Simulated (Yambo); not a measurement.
```xyz
4
Lattice="4.3302 0.0000 0.0000 -2.1651 3.7500 0.0000 0.0000 0.0000 5.0810" Properties=species:S:1:pos:R:3 pbc="T T T"
H      0.0000     0.0000     4.9751
Al     0.0000     0.0000     3.2341
Ge     2.1651     1.2500     2.8067
Ba     0.0000     2.5000     0.4976
```

BaAlGeH (space group P3m1, No. 156) under biaxial strain (along x and y, z relaxed), counted from the cell relaxed with PBEsol, atoms relaxed at each step. norm-conserving PBEsol (Quantum ESPRESSO, 78 Ry, no spin-orbit coupling); G0W0 in Yambo (3×3×2 Γ-centred k mesh, 158 bands and a 8 Ry block in the screening, 158 bands in G with the Bruneval-Gonze terminator, plasmon pole fitted at 27.2 eV).

Unstrained, the direct gap at A is 1.34 eV in PBEsol and 1.80 eV in G0W0.

Q: How fast does it move with strain?

A: Between -1 % and +1 % the direct gap at A moves by -220 meV per % in G0W0 and -180 meV per % in PBEsol. (G0W0: 2.025 eV at -1 %, 1.585 eV at +1 %.) Convergence of the GW settings isn't established. Spin-orbit splittings are left out.

The standard potential for Ge keeps a d shell in the valence without the s and p states of that shell. In tests on such compounds this moved G0W0 gaps by up to about 0.9 eV, so absolute quasiparticle energies here are unreliable; differences between settings are what counts.
